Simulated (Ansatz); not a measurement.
Epitaxial strain in ZnSe2: moduli and critical thickness

The calculation used Ansatz, DFT r2SCAN, scalar-relativistic, plane waves, PAW. Settings: 500 eV cutoff, 4×4×4 k-mesh, Gaussian smearing of 0.02 eV, no spin polarisation.

The relaxed crystal:

```
Zn Se
1.0
     6.30697    0.00000    0.00000
     0.00000    6.30697    0.00000
     0.00000    0.00000    6.30697
Zn Se
4 8
Direct
  0.50000 0.50000 0.00000
  0.50000 0.00000 0.50000
  0.00000 0.50000 0.50000
  0.00000 0.00000 0.00000
  0.10831 0.89169 0.39169
  0.89169 0.39169 0.10831
  0.39169 0.10831 0.89169
  0.60831 0.60831 0.60831
  0.89169 0.10831 0.60831
  0.10831 0.60831 0.89169
  0.60831 0.89169 0.10831
  0.39169 0.39169 0.39169
```

The a-b plane is strained alike in both directions, as on a substrate, while c and the atoms relax within the symmetry that the strain leaves. Stress is positive in compression; energies are free energies at the smearing used, per atom.

| strain (%) | c (Å) | σ in plane (GPa) | ΔE (meV/atom) |
| --- | --- | --- | --- |
| -3.0 | 6.5509 | 3.18 | 11.33 |
| -1.5 | 6.4258 | 1.38 | 2.55 |
| +0.0 | 6.3070 | -0.01 | 0.00 |
| +1.5 | 6.1972 | -1.00 | 2.07 |
| +3.0 | 6.0999 | -1.70 | 7.48 |

Q: Get the biaxial modulus twice, from the stresses and from the energies of the innermost pair.

A: From stress: M = −Δσ/Δε = (1.38 − (-1.00)) / 0.030 = 79 GPa. Two in-plane directions each store σε/2, so the energy density is Mε²: M = (mean ΔE)/(V ε²) = 2.31 meV / (20.907 Å³ × 0.015²) × 0.16022 GPa Å³/meV = 79 GPa. The two agree.

Q: How well does Mε², with M from the stresses, predict the outermost points?

A: 9.3 meV predicted against 11.3 computed at -3.0 %; 9.3 meV predicted against 7.5 computed at +3.0 %. Compression costs more than stretching, the usual sign of bonds that stiffen as they shorten.

Q: How does c respond, and up to what thickness can a film with 1 % or 2 % misfit stay coherent on a thick substrate?

A: c answers with ε_c = −1.21 ε. In an isotropic solid that ratio is 2ν/(1 − ν), so ν = r/(2 + r) = 0.38. A film of thickness h stores Mε²h per area, 7.9 mJ/m² per nm at 1 %. The Matthews–Blakeslee balance for pure edge misfit dislocations, h = b/(8πf(1 + ν)) × (ln(h/b) + 1), with b taken as the in-plane vector a = 6.31 Å, solved by iteration, gives 5.9 nm at f = 1 % and 1.9 nm at 2 %. This is an isotropic estimate in which the moduli cancel; the real Burgers vector, glide system, anisotropy and slow kinetics can shift it by a factor of a few, mostly upward.